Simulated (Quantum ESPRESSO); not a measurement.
Field gradients of SrCa₃F₈ from the PAW reconstruction of the field gradient on a scalar-relativistic PBE ground state (a modified build of Quantum ESPRESSO, JTH datasets). The input of pw.x:

```
&CONTROL
  calculation = 'scf'
  prefix = 'x'
  pseudo_dir = './pseudo'
  outdir = './out'
  tprnfor = .true.
/
&SYSTEM
  ibrav = 0
  nat = 12
  ntyp = 3
  ecutwfc = 45
  ecutrho = 180
  occupations = 'fixed'
  nbnd = 52
/
&ELECTRONS
  conv_thr = 1e-11
/
ATOMIC_SPECIES
Sr 87.620 Sr.GGA_PBE-JTH.UPF
F 18.998 F.GGA_PBE-JTH.UPF
Ca 40.078 Ca.GGA_PBE-JTH.UPF
CELL_PARAMETERS angstrom
    5.600947597000     0.000000000000     0.000000000000
    0.000000000000     5.600947597000     0.000000000000
    0.000000000000     0.000000000000     5.600947597000
ATOMIC_POSITIONS crystal
Sr     0.000000000000     0.000000000000     0.000000000000
F      0.255690643300     0.255690643300     0.744309356700
F      0.255690643300     0.744309356700     0.744309356700
Ca     0.000000000000     0.500000000000     0.500000000000
F      0.255690643300     0.744309356700     0.255690643300
F      0.255690643300     0.255690643300     0.255690643300
Ca     0.500000000000     0.000000000000     0.500000000000
F      0.744309356700     0.255690643300     0.255690643300
F      0.744309356700     0.744309356700     0.255690643300
Ca     0.500000000000     0.500000000000     0.000000000000
F      0.744309356700     0.744309356700     0.744309356700
F      0.744309356700     0.255690643300     0.744309356700
K_POINTS automatic
4 4 4 0 0 0
```
The cell was made here from a computed Materials Project entry: one of 4 Ca replaced by Sr, cell and atoms relaxed (PBE without dispersion, pw.x of Quantum ESPRESSO, symmetry kept). The parent is CaF2 in Fm-3m. The swapped cell is a model, not a known phase. Stability against distortions was not tested.

Vzz is the sum of three terms, each taken along its main axis: the smooth valence density, the ions (nucleus and frozen core) with the augmentation charges of all other spheres, and the all-electron minus smooth density in the atom's own sphere. The split hangs on the datasets.  Cores are frozen. Against all-electron runs on small test molecules, this scheme's |Vzz| missed by −6 to +4 % (−29 % in KF) on F. Ca had no test against all-electron runs.

```json
[
 {"site": "F (atoms 2, 3, 5, 6, 8, 9, …)", "smooth valence density": "-0.013", "ions and other spheres": "-0.005", "own sphere": "___", "Vzz (a.u.)": "___"},
 {"site": "Ca (atoms 4, 7, 10)", "smooth valence density": "-0.029", "ions and other spheres": "0.027", "own sphere": "___", "Vzz (a.u.)": "___"}
]
```

**Question.** What belongs in the gaps?

**Answer.** 
- F (atoms 2, 3, 5, 6, 8, 9, …), own sphere: -0.099
- F (atoms 2, 3, 5, 6, 8, 9, …), Vzz (a.u.): -0.116
- Ca (atoms 4, 7, 10), own sphere: -0.075
- Ca (atoms 4, 7, 10), Vzz (a.u.): -0.077
